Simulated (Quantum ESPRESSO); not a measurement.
## Band energies of RbHgF₃

```xyz
5
Lattice="4.5492 0.0000 0.0000 0.0000 4.5492 0.0000 0.0000 0.0000 4.5492" Properties=species:S:1:pos:R:3 pbc="T T T"
F      2.2746     0.0000     2.2746
F      0.0000     2.2746     2.2746
F      2.2746     2.2746     0.0000
Rb     0.0000     0.0000     0.0000
Hg     2.2746     2.2746     2.2746
```

LDA (pw.x of Quantum ESPRESSO, ONCV potentials, no spin-orbit coupling); path ΓXMΓRX,MR; energies in eV from the valence-band maximum.

| k (1/Å) | point | band 21 | band 22 | band 23 | band 24 | band 25 | band 26 | band 27 | band 28 |
|---|---|---|---|---|---|---|---|---|---|
| 0.00 | Γ | -2.49 | -2.49 | -2.43 | -2.43 | -2.43 | 0.35 | 6.67 | 7.08 |
| 0.46 |  | -2.51 | -2.51 | -2.21 | -2.13 | -2.13 | 2.21 | 6.17 | 7.60 |
| 0.69 | X | -2.53 | -2.53 | -2.10 | -2.02 | -2.02 | 3.03 | 5.70 | 7.80 |
| 0.92 |  | -2.51 | -2.41 | -2.05 | -2.04 | -1.36 | 3.21 | 5.96 | 8.01 |
| 1.38 | M | -2.13 | -2.13 | -2.08 | -2.08 | 0.00 | 4.20 | 7.48 | 7.48 |
| 1.97 |  | -2.42 | -2.37 | -2.33 | -2.32 | -1.71 | 1.71 | 6.76 | 7.52 |
| 2.36 | Γ | -2.49 | -2.49 | -2.43 | -2.43 | -2.43 | 0.35 | 6.67 | 7.08 |
| 2.70 |  | -2.42 | -2.41 | -2.41 | -2.10 | -2.10 | 1.41 | 6.88 | 7.44 |
| 3.21 |  | -2.16 | -2.07 | -2.07 | -0.51 | -0.51 | 4.20 | 6.91 | 6.91 |
| 3.55 | R | -1.97 | -1.97 | -1.97 | 0.00 | 0.00 | 5.47 | 6.30 | 6.30 |
| 3.83 |  | -2.08 | -2.06 | -2.01 | -0.52 | -0.19 | 4.57 | 6.57 | 6.76 |
| 4.25 |  | -2.49 | -2.20 | -2.07 | -2.03 | -1.30 | 3.29 | 6.05 | 8.12 |
| 4.53 | X | -2.53 | -2.53 | -2.10 | -2.02 | -2.02 | 3.03 | 5.70 | 7.80 |
| 4.53 | M | -2.13 | -2.13 | -2.08 | -2.08 | 0.00 | 4.20 | 7.48 | 7.48 |
| 4.70 |  | -2.13 | -2.11 | -2.07 | -2.07 | 0.00 | 4.28 | 7.26 | 7.26 |
| 5.22 | R | -1.97 | -1.97 | -1.97 | 0.00 | 0.00 | 5.47 | 6.30 | 6.30 |

The LDA gap is indirect, 0.35 eV, from R to Γ; the smallest direct gap is 2.78 eV.

Without spin-orbit coupling, band edges of such heavy elements can be off by tenths of an eV. The cell is held in this high symmetry; tilts and polar distortions were not searched.

Geometry of the Materials Project entry, not relaxed at this level.
